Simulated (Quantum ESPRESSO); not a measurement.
## TaZrHf4In2 (input and log of a self-consistent run)

Computed values, not a measurement. The program is pw.x of Quantum ESPRESSO 7.5 (plane-wave density functional theory). The cell is made up: eight metal atoms on a hexagonal close-packed lattice, with elements, volume, strain and displacements drawn at random and not relaxed, so it may be unstable or far from any real phase. PseudoDojo standard norm-conserving files set the functional (PBE unless stated); there is no spin polarisation or spin-orbit coupling, the Fermi-Dirac width of 0.25 eV means electrons at about 2900 K, and the masses in the input are unused placeholders. Heavy elements are run without spin-orbit coupling, which real alloys of them have. A spin test at this wide smearing found no moment, but such smearing suppresses magnetism that the real alloy may have.

Input:

```
&control calculation='scf', pseudo_dir='./dojo.nc.sr.pbe.v0_5.standard.upf', outdir='./o', disk_io='medium', tprnfor=.true., tstress=.true. /
&system ibrav=0, nat=8, ntyp=4, nbnd=66, ecutwfc=69.97070942, nosym=.true., tot_charge=0,
 occupations='smearing', smearing='fd', degauss=0.0183746611
/
&electrons conv_thr=1.470e-08, electron_maxstep=70, mixing_beta=0.5 /
ATOMIC_SPECIES
Hf 1.0 Hf.upf
In 1.0 In.upf
Ta 1.0 Ta.upf
Zr 1.0 Zr.upf
CELL_PARAMETERS angstrom
-3.1868 0.0 0.0
0.0 5.5197 -5.0547
0.0 -5.5197 -5.0547
ATOMIC_POSITIONS angstrom
Ta 0.0032 -0.0245 0.0048
Zr -0.0121 1.8309 -2.5309
Hf 0.0359 -0.0108 -5.0868
In 0.0354 1.7979 -7.5566
In -1.6076 -0.8822 -2.485
Hf -1.6161 -2.7261 -5.0665
Hf -1.5717 -0.9464 -7.6015
Hf -1.5581 2.7663 -5.0485
K_POINTS automatic
7 3 3 1 1 1
```

The log is shortened where brackets say so; the opening notice, blank lines, dates and the lines on written files are dropped, and the path of the files is cut. It prints rydbergs, bohrs and kilobars, and counts compression as positive stress. Its total energy is the free energy E - TS of the whole cell.

```
     Program PWSCF v.7.5
     Parallel version (MPI & OpenMP), running on       1 processor cores
     Number of MPI processes:                 1
     Threads/MPI process:                     1
     [start-up lines left out]
     bravais-lattice index     =            0
     lattice parameter (alat)  =       6.0222  a.u.
     unit-cell volume          =    1200.0304 (a.u.)^3
     number of atoms/cell      =            8
     number of atomic types    =            4
     number of electrons       =        99.00
     number of Kohn-Sham states=           66
     kinetic-energy cutoff     =      69.9707  Ry
     charge density cutoff     =     279.8828  Ry
     scf convergence threshold =      1.5E-08
     mixing beta               =       0.5000
     number of iterations used =            8  plain     mixing
     Exchange-correlation= PBE
                           (   1   4   3   4   0   0   0)
     [axes and pseudopotential details left out]
   Cartesian axes
     site n.     atom                  positions (alat units)
         1        Ta     tau(   1) = (   0.0010041  -0.0076880   0.0015062  )
         2        Zr     tau(   2) = (  -0.0037969   0.5745262  -0.7941823  )
         3        Hf     tau(   3) = (   0.0112652  -0.0033890  -1.5962094  )
         4        In     tau(   4) = (   0.0111083   0.5641710  -2.3712188  )
         5        In     tau(   5) = (  -0.5044559  -0.2768294  -0.7797791  )
         6        Hf     tau(   6) = (  -0.5071231  -0.8554349  -1.5898393  )
         7        Hf     tau(   7) = (  -0.4931907  -0.2969750  -2.3853081  )
         8        Hf     tau(   8) = (  -0.4889231   0.8680495  -1.5841910  )
     number of k points=    32  Fermi-Dirac smearing, width (Ry)=  0.0184
                       cart. coord. in units 2pi/alat
        k(    1) = (  -0.0714286   0.0000000  -0.1050771), wk =   0.0634921
        k(    2) = (  -0.0714286   0.1924501   0.1050771), wk =   0.0634921
     [further k points left out]
     Dense  grid:    94757 G-vectors     FFT dimensions: (  36,  75,  75)
     Estimated max dynamical RAM per process >     174.34 MB
     Initial potential from superposition of free atoms
     starting charge      98.9815, renormalised to      99.0000
     Starting wfcs are   78 randomized atomic wfcs
     total cpu time spent up to now is       13.5 secs
     per-process dynamical memory:    93.6 Mb
     Self-consistent Calculation
     iteration #  1     ecut=    69.97 Ry     beta= 0.50
     Davidson diagonalization with overlap
     ethr =  1.00E-02,  avg # of iterations =  2.2
     Threshold (ethr) on eigenvalues was too large:
     Diagonalizing with lowered threshold
     Davidson diagonalization with overlap
     ethr =  5.72E-04,  avg # of iterations =  3.5
     total cpu time spent up to now is       74.2 secs
     total energy              =    -948.33085837 Ry
     estimated scf accuracy    <       0.59127794 Ry
     iteration #  2     ecut=    69.97 Ry     beta= 0.50
     Davidson diagonalization with overlap
     ethr =  5.97E-04,  avg # of iterations =  7.3
     total cpu time spent up to now is      129.9 secs
     total energy              =    -948.05943479 Ry
     estimated scf accuracy    <       5.98753327 Ry
     iteration #  3     ecut=    69.97 Ry     beta= 0.50
     Davidson diagonalization with overlap
     ethr =  5.97E-04,  avg # of iterations =  5.3
     total cpu time spent up to now is      166.8 secs
     total energy              =    -948.54455877 Ry
     estimated scf accuracy    <       0.49072225 Ry
     iteration #  4     ecut=    69.97 Ry     beta= 0.50
     Davidson diagonalization with overlap
     ethr =  4.96E-04,  avg # of iterations =  2.0
     total cpu time spent up to now is      204.2 secs
     total energy              =    -948.58830602 Ry
     estimated scf accuracy    <       0.22889054 Ry
     iteration #  5     ecut=    69.97 Ry     beta= 0.50
     Davidson diagonalization with overlap
     ethr =  2.31E-04,  avg # of iterations =  2.0
     total cpu time spent up to now is      241.1 secs
     total energy              =    -948.60454654 Ry
     estimated scf accuracy    <       0.06085581 Ry
     [iterations 6 to 13 left out]
     iteration # 14     ecut=    69.97 Ry     beta= 0.50
     Davidson diagonalization with overlap
     ethr =  6.57E-09,  avg # of iterations =  1.0
     total cpu time spent up to now is      553.0 secs
     total energy              =    -948.61506911 Ry
     estimated scf accuracy    <       0.00000092 Ry
     iteration # 15     ecut=    69.97 Ry     beta= 0.50
     Davidson diagonalization with overlap
     ethr =  9.33E-10,  avg # of iterations =  2.1
     total cpu time spent up to now is      582.4 secs
     total energy              =    -948.61506920 Ry
     estimated scf accuracy    <       0.00000023 Ry
     iteration # 16     ecut=    69.97 Ry     beta= 0.50
     Davidson diagonalization with overlap
     ethr =  2.36E-10,  avg # of iterations =  4.3
     total cpu time spent up to now is      614.4 secs
     total energy              =    -948.61506922 Ry
     estimated scf accuracy    <       0.00000022 Ry
     iteration # 17     ecut=    69.97 Ry     beta= 0.50
     Davidson diagonalization with overlap
     ethr =  2.23E-10,  avg # of iterations =  2.0
     total cpu time spent up to now is      650.2 secs
     total energy              =    -948.61506923 Ry
     estimated scf accuracy    <       0.00000020 Ry
     iteration # 18     ecut=    69.97 Ry     beta= 0.50
     Davidson diagonalization with overlap
     ethr =  1.97E-10,  avg # of iterations =  1.0
     total cpu time spent up to now is      675.3 secs
     End of self-consistent calculation
     [lines on levels left out]
!    total energy              =    -948.61506924 Ry
     estimated scf accuracy    <       0.00000001 Ry
     smearing contrib. (-TS)   =      -0.12666551 Ry
     internal energy E=F+TS    =    -948.48840372 Ry
     The total energy is F=E-TS. E is the sum of the following terms:
     one-electron contribution =    -176.20794292 Ry
     hartree contribution      =     137.47936914 Ry
     xc contribution           =    -243.77351592 Ry
     ewald contribution        =    -665.98631402 Ry
     convergence has been achieved in  18 iterations
     Forces acting on atoms (cartesian axes, Ry/au):
     atom    1 type  3   force =     0.00115170    0.01722605    0.00278389
     atom    2 type  4   force =     0.00052849   -0.00222954    0.00981605
     atom    3 type  1   force =    -0.00364177    0.00538982    0.01546464
     atom    4 type  2   force =    -0.00191789   -0.00265008   -0.01434386
     atom    5 type  2   force =     0.00155274   -0.00710654   -0.00191411
     atom    6 type  1   force =     0.00416972   -0.03185117    0.00986659
     atom    7 type  1   force =     0.00025614    0.01243002   -0.01252076
     atom    8 type  1   force =    -0.00209913    0.00879144   -0.00915244
     Total force =     0.050675     Total SCF correction =     0.000574
     Computing stress (Cartesian axis) and pressure
          total   stress  (Ry/bohr**3)                   (kbar)     P=       -2.07
  -0.00008439  -0.00001807  -0.00000960          -12.41       -2.66       -1.41
  -0.00001807  -0.00005511   0.00002322           -2.66       -8.11        3.42
  -0.00000960   0.00002322   0.00009733           -1.41        3.42       14.32
     init_run     :     10.88s CPU     13.37s WALL (       1 calls)
     electrons    :    634.18s CPU    661.81s WALL (       1 calls)
     forces       :      6.09s CPU      6.15s WALL (       1 calls)
     stress       :     22.48s CPU     22.63s WALL (       1 calls)
     [timing details left out]
     PWSCF        :  11m13.82s CPU  11m44.35s WALL
     JOB DONE.
```

In other units: free energy -12906.566 eV for the cell, pressure -0.21 GPa, largest force component 0.819 eV/Å in size. The run took 705 s of wall time with one process on a shared machine (AMD EPYC, Zen 5, virtual cores), so the time is rough. A rerun of this cell at a higher cutoff and on a denser mesh moved values by no more than 0.005 eV in energy, 0.10 GPa in stress and 0.011 eV/Å in force, and a second program with other atomic files agreed on that cell to 2 % rms in force and 0.5 GPa in pressure.